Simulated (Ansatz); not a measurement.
LuH₂:
```xyz
3
Lattice="0.0000 2.4964 2.4964 2.4964 0.0000 2.4964 2.4964 2.4964 0.0000" Properties=species:S:1:pos:R:3 pbc="T T T"
Lu     0.0000     0.0000     0.0000
H      1.2482     1.2482     1.2482
H      3.7446     3.7446     3.7446
```

Relaxed with r²SCAN. Special points in fractions of this cell's reciprocal vectors: Γ (0.000, 0.000, 0.000); X (0.500, 0.000, 0.500); U (0.625, 0.250, 0.625); K (0.375, 0.375, 0.750); L (0.500, 0.500, 0.500); W (0.500, 0.250, 0.750).

### Question
List the band energies nearest the Fermi level at these points for r²SCAN with spin–orbit coupling in the plane-wave PAW code Ansatz.

### Answer
In eV from the Fermi level; about four levels below and three above (degenerate sets whole), none deeper than 8.9 eV; points with the same levels are listed once.

```json
[
 {"k": "Γ", "below": "-4.33 -4.33 -4.33 -4.33 -0.93 -0.93", "above": "1.43 1.43 1.43 1.43"},
 {"k": "X", "below": "-4.06 -4.06 -2.49 -2.49", "above": "6.15 6.15 6.19 6.19"},
 {"k": "U", "below": "-4.17 -4.17 -1.56 -1.56", "above": "3.86 3.86 4.55 4.55"},
 {"k": "L", "below": "-4.34 -4.34 -4.07 -4.07", "above": "1.46 1.46 1.72 1.72"},
 {"k": "W", "below": "-4.25 -4.25 -1.26 -1.26", "above": "2.01 2.01 6.31 6.31"}
]
```

Space group Fm-3m (fluorite). The workflow started from an entry of the Crystallography Open Database (COD). Its standing as an ambient phase is unchecked. The cell was relaxed with r²SCAN under the symmetry of its start; whether a distortion lowers the energy is not shown.

Potentials: the later of the program's two PAW sets.
